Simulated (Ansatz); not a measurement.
TiTe$_{2}$:
```
TiTe2
1.0
    3.79289     0.00000     0.00000
   -1.89645     3.28474     0.00000
    0.00000     0.00000     6.64684
Ti Te
1 2
Cartesian
  0.00000   0.00000   0.00000
  0.00000   2.18983   1.69158
  1.89645   1.09491   4.95526
```

Relaxed with r²SCAN+D4.

Task: Map the electron localisation function on the plane through (0.000, 0.000, 0.000) spanned by u = [0, 0, 1] and v = [1, -1, 0] in lattice vectors, from r²SCAN+D4 in the plane-wave PAW code Ansatz.

Result: x is the fraction of u, y of v (the angle between them is 90°; rows are the nearest grid lines); atoms in the plane: Ti at (0.00, 0.00), Te at (0.25, 0.33), Te at (0.75, 0.67).
```
|0167300011100000000000011100037610|
|0377300111100000000000011110037730|
|8763101222110000000123456664225888|
|4321012222110000001356788887533454|
|0000122221110000026898877778886410|
|1000112211100000148998765556788641|
|4210000000000000379986410012567864|
|4210000000000001489975200001456774|
|5210000000000001489975101000356775|
|4211111111100000379986410012467764|
|4222334444332100158987643234568764|
|3346788777788741014788776667787643|
|3467877666778874101478877778876433|
|4678654323467898510012334444332224|
|4677642100146899730000011111111124|
|5776530001015799841000000000000125|
|4776541000025799841000000000000124|
|4687652100146899730000000000000124|
|1468876555678998410000011122110001|
|0146888777788986200000111222210000|
|4543357888876531000000112222101234|
|8885224666543210000000112221013678|
|0377300111100000000000011110037730|
|0167300011100000000000011100037610|
```
Scale: ten equal steps from 0.005 (start of '0') to 0.777 (end of '9'), in the order '0123456789'; x runs from 0.000 to 1.00, y from 0.000 (bottom) to 1.00 (top).

The density is the valence pseudo-density with augmentation charge, so density and ELF within about 1 Å of a nucleus are not all-electron values.

Space group P-3m1 (CdI2 type). The r²SCAN+D4 relaxation kept the symmetry of its start. No spin polarisation was allowed. Spin–orbit coupling is left out wherever it is not named.

Potentials: the later of the program's two PAW sets.
